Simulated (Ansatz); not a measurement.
The elements of this relaxed trial crystal are hidden behind letters.

```
lattice vectors (Å)
   6.7194    0.0000    0.0000
  -3.3597    5.8192    0.0000
   0.0000    0.0000    6.3414
fractional positions
X 0.0000 0.0000 0.5039
Z 0.3368 0.3368 0.0052
Z 0.0000 0.6632 0.0052
Z 0.6632 0.0000 0.0052
Z 0.6667 0.3333 0.5048
Z 0.3333 0.6667 0.5048
Q 0.3443 0.3443 0.3773
Q 0.0000 0.6557 0.3773
Q 0.6557 0.0000 0.3773
Q 0.6667 0.3333 0.8782
Q 0.3333 0.6667 0.8782
Q 0.0000 0.0000 0.8927
```

The calculation used DFT PBE, scalar-relativistic, plane waves, PAW in Ansatz. Cutoff 420 eV, Γ-centred 6×6×4 mesh (12-atom cell), Gaussian smearing of 0.02 eV, no spin polarisation.

- Space group: P31m (No. 157)
- Conventional cell: a = 6.719 Å, c = 6.341 Å
- Volume per atom: 20.66 Å³
- Density: 3.64 g/cm³
- Energy over the elements: −0.918 eV/atom
- Gap on the 6×6×4 mesh of the 12-atom cell: 2.25 eV

Energies are uncorrected and count from the elements' standard states at the same level.

Problem. X is an s-block element of period 3, Z is a d-block element of period 4 and Q is a p-block element of period 3. Which elements are they?

Solution. X = Mg, Z = Zn, Q = S, so the formula is MgZn5S6. Density times volume gives a mean mass of 3.64 × 20.66/1.6605 = 45.3 u per atom, and this set has 45.3 u. Around Mg lie 4 S at 2.45–2.47 Å; Zn on a site of symmetry m is surrounded by 4 S at 2.36–2.37 Å; around S on a site of symmetry m lie 3 Zn at 2.35–2.36 Å and 1 Mg at 2.45 Å; 3 more sites not described. Other sets within the hints have nearly the same mass, so mass alone doesn't settle it; this one was computed.

Kohn–Sham gaps at this level usually fall short of measured ones. A later test with randomly moved atoms came back to the same energy, though modes that don't fit the test's cell weren't probed.
